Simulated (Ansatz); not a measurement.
A 14-atom cell of Ge₂CN₄ built on β-Si3N4 (relaxed group Pm) was put through Ansatz (plane waves). The geometry is the r2SCAN minimum.

Structure:
```cif
data_structure
_symmetry_space_group_name_H-M 'P 1'
_symmetry_Int_Tables_number 1
_cell_length_a 7.1614
_cell_length_b 2.9363
_cell_length_c 7.5560
_cell_angle_alpha 90.000
_cell_angle_beta 117.849
_cell_angle_gamma 90.000
_cell_volume 140.48
loop_
_atom_site_label
_atom_site_type_symbol
_atom_site_fract_x
_atom_site_fract_y
_atom_site_fract_z
_atom_site_occupancy
Ge1 Ge 0.59076 0.50000 0.84225 1
Ge2 Ge 0.83194 0.00000 0.23018 1
Ge3 Ge 0.76278 0.00000 0.58259 1
Ge4 Ge 0.26394 0.50000 0.41565 1
C1 C 0.19489 0.50000 0.80180 1
C2 C 0.40635 0.00000 0.17369 1
N1 N 0.31093 0.50000 0.69029 1
N2 N 0.61986 0.00000 0.29690 1
N3 N 0.62940 0.50000 0.61509 1
N4 N 0.73077 0.00000 0.96649 1
N5 N 0.05082 0.00000 0.75592 1
N6 N 0.97941 0.50000 0.34229 1
N7 N 0.27637 0.00000 0.26889 1
N8 N 0.35179 0.50000 0.01797 1
```

Output, abridged:
```
Pseudopotential: Ge, paw, valence charge 14, recommended cutoff 500 eV
Pseudopotential: C, paw, valence charge 4, recommended cutoff 500 eV
Pseudopotential: N, paw, valence charge 5, recommended cutoff 500 eV
Crystal: 14 atoms, lattice volume = 140.484 Å³
Basis set: ecut = 500 eV, 3573 PW (Γ)
Bands: 66, of which v1, the nominal top of the filled ones, is band 52 counted from 1 (51 counted from 0)
Symmetry: 2 space group operations
k-points: 68 of 128 (irreducible under 1 space group operation, time reversal used)
Free energy (F): -20787.391386 eV
Fermi energy:    9.578172 eV
--- Band table (eV; the first three rows and the last of 68) ---
  k-point 0: bands = […, 8.0784, 8.4630, 8.8327, 9.2018, 9.2648, 9.5782, 11.3660, 11.6545, 13.3820, 14.2384, …]
  k-point 1: bands = […, 7.9277, 8.4145, 8.6543, 9.1332, 9.2961, 9.5547, 11.4784, 12.0815, 13.5747, 14.1932, …]
  k-point 2: bands = […, 7.6173, 8.1878, 8.6014, 9.1761, 9.3405, 9.5229, 11.5336, 12.5990, 13.6245, 14.1202, …]
  k-point 67: bands = […, 7.3077, 7.7171, 7.7204, 8.1363, 8.8164, 8.9681, 12.9934, 14.0777, 14.1723, 14.6444, …]
--- Dielectric response (ions clamped): 3 representative field directions + reference, inside a basis on a mesh of 504 k-points ---
  ε∞ (high-frequency dielectric tensor):
        5.788999     0.000000     0.201989
        0.000000     6.491281     0.000000
        0.201989     0.000000     6.539948
  Born effective charges Z* (e; rows j = field, columns β = displacement):
    site 0:
         3.41366    0.00000   -0.88931
         0.00000    3.24534    0.00000
        -0.22562    0.00000    3.29527
    site 1:
         3.23177    0.00000    0.65036
         0.00000    3.48952    0.00000
         0.10102    0.00000    3.46540
    site 2:
         3.67386    0.00000    0.44403
         0.00000    3.08326    0.00000
         0.22992    0.00000    3.59574
    site 3:
         4.66903    0.00000    0.08097
         0.00000    3.24119    0.00000
         0.54047    0.00000    3.67715
    site 4:
         2.99923    0.00000   -0.36171
         0.00000    2.88389    0.00000
         0.07182    0.00000    2.83268
    site 5:
         3.01962    0.00000    0.55185
         0.00000    3.33724    0.00000
         0.02974    0.00000    3.48884
    site 6:
        -3.56741    0.00000    0.77115
         0.00000   -1.31766    0.00000
         0.63811    0.00000   -2.64285
    site 7:
        -3.29730    0.00000   -0.77031
         0.00000   -1.17225    0.00000
        -1.36905    0.00000   -3.33025
    site 8:
        -3.04272    0.00000    0.25659
         0.00000   -2.76657    0.00000
         0.18852    0.00000   -2.40368
    site 9:
        -1.68676    0.00000   -0.00061
         0.00000   -2.84977    0.00000
        -0.14562    0.00000   -3.09235
    site 10:
        -2.14067    0.00000   -0.58229
         0.00000   -3.15869    0.00000
        -0.44544    0.00000   -1.33843
    site 11:
        -2.66946    0.00000   -0.63203
         0.00000   -2.82384    0.00000
        -0.64519    0.00000   -2.12331
    site 12:
        -3.13923    0.00000    0.60960
         0.00000   -2.11245    0.00000
         1.38620    0.00000   -2.15337
    site 13:
        -1.46362    0.00000   -0.12829
         0.00000   -3.07923    0.00000
        -0.35488    0.00000   -3.27084
  ε∞ is read to err by 3.8e-2, Z* by 3.1e-2 e
```

**Question.** Which of these blocks stood in the input: relax, gw, phonons, dielectric, magnetization (spin_orbit)?

**Answer.** dielectric. A response with clamped ions alone is the dielectric block.

**Question.** Which k mesh was typed?

**Answer.** 4×8×4, Γ-centred. This is one of several that fit.

**Question.** How were the bands filled?

**Answer.** Fixed occupations.

**Question.** Which functional?

**Answer.** r2SCAN. The cutoff of 500 eV is the one that these potentials recommend for a meta-GGA. The lines shown narrow the functional down without fixing it; this is the one that was run.

Wall time 3.8 min on 1 × NVIDIA H100 80GB HBM3 with 2 threads of AMD EPYC 7R13 Processor (Zen 3) (shared host); peak host memory 6.4 GiB.

The cell comes from a prototype generator: it can be a known phase or a hypothetical one. Spin polarisation is off.

The runs are scalar-relativistic, without spin-orbit coupling.

For a response run the program warns that the ground state's bands aren't all converged, so ε∞ carries an extra error.
